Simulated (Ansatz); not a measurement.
The relaxed structure here is a generated cell of Te2Mo: the first start was made by placing the elements on the sites of a structure type, and the end was not matched to a known phase here, so it may be hypothetical. Known forms of Te2Mo include space group No. 194.

The end point of a relaxation of Te₂Mo. These are PBE (plane waves to 420 eV, PAW, scalar-relativistic; Ansatz, a first-principles code) values and carry that method's errors.

```cif
data_Mo2Te4
_chemical_formula_sum 'Mo2 Te4'
_space_group_name_H-M_alt 'P 1'
_space_group_IT_number 1
_cell_length_a 8.01346
_cell_length_b 8.01346
_cell_length_c 8.01346
_cell_angle_alpha 142.175
_cell_angle_beta 142.175
_cell_angle_gamma 54.565
loop_
_space_group_symop_operation_xyz
  'x, y, z'
loop_
_atom_site_label
_atom_site_type_symbol
_atom_site_fract_x
_atom_site_fract_y
_atom_site_fract_z
_atom_site_occupancy
Mo1 Mo 0.50000 0.50000 0.00000 1
Mo2 Mo 0.25000 0.75000 0.50000 1
Te1 Te 0.30634 0.30634 0.00000 1
Te2 Te 0.05634 0.55634 0.50000 1
Te3 Te 0.44366 0.94366 0.50000 1
Te4 Te 0.69366 0.69366 0.00000 1
```

Determine the symmetry and give the standard cell with its independent sites.

Space group I4₁/amd, origin choice 1 (No. 141); a = 5.195 Å, b = 5.195 Å, c = 14.244 Å, α = 90.00°, β = 90.00°, γ = 90.00°

```json
[
 {"atom": "Mo", "site": "4b", "symmetry": "-4m2", "x": "0.0000", "y": "0.0000", "z": "0.5000"},
 {"atom": "Te", "site": "8e", "symmetry": "2mm.", "x": "0.0000", "y": "0.0000", "z": "0.3063"}
]
```

Give the shortest distances between elements (the closest pairs, up to four, under 3.6 Å).

Mo–Te 2.72 Å; Te–Te 3.25 Å.

```json
{
  "volume_per_atom": "32.03 Å³",
  "band_gap": "no gap (metallic)"
}
```

No spin polarisation in the result. A magnetic state may lie lower.

The run could not lose the symmetry of its start: the end is stationary, and may be a saddle point rather than a minimum.
